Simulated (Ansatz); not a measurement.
BaNa₂:
```
CELL_PARAMETERS angstrom
      7.40094     0.00000     0.00000
     -3.70047     6.40940     0.00000
      0.00000     0.00000    11.91272
ATOMIC_POSITIONS crystal
  Na 0.00000 0.00000 0.00000
  Na 0.00000 0.00000 0.50000
  Ba 0.33333 0.66667 0.06087
  Ba 0.66667 0.33333 0.56087
  Ba 0.33333 0.66667 0.43913
  Ba 0.66667 0.33333 0.93913
  Na 0.83146 0.66292 0.25000
  Na 0.16854 0.83146 0.75000
  Na 0.33708 0.16854 0.25000
  Na 0.16854 0.33708 0.75000
  Na 0.83146 0.16854 0.25000
  Na 0.66292 0.83146 0.75000
```

Relaxed with r²SCAN. Special points in fractions of this cell's reciprocal vectors: Γ (0.000, 0.000, 0.000); M (0.500, 0.000, 0.000); K (0.333, 0.333, 0.000); A (0.000, 0.000, 0.500); L (0.500, 0.000, 0.500); H (0.333, 0.333, 0.500).

Task: List the band energies nearest the Fermi level at these points for plane-wave PAW r²SCAN (Ansatz code).

Result: In eV from the Fermi level; about four levels below and three above (degenerate sets whole), none deeper than 8.9 eV; points with the same levels are listed once.

```csv
k,below,above
Γ,-1.99 -1.97 -0.25 -0.25,0.09 0.31 0.31
M,-1.00 -0.80 -0.55 -0.24,0.02 0.39 0.67
K,-0.87 -0.87 -0.39 -0.39,0.72 0.96 0.96
A,-0.07 -0.07 -0.07 -0.07,0.52 0.52 0.52 0.52
L,-0.10 -0.10 -0.09 -0.09,0.50 0.50 0.87 0.87
H,-1.38 -1.38 -0.12 -0.12,0.03 0.03 0.70 0.70
```

Space group P6_3/mmc. The workflow started from an entry of the Crystallography Open Database (COD). Its standing as an ambient phase is unchecked. The cell was relaxed with r²SCAN under the symmetry of its start; whether a distortion lowers the energy is not shown. Scalar-relativistic: spin–orbit coupling is off unless named, which matters more the heavier the elements.

Potentials: the later of the program's two PAW sets.
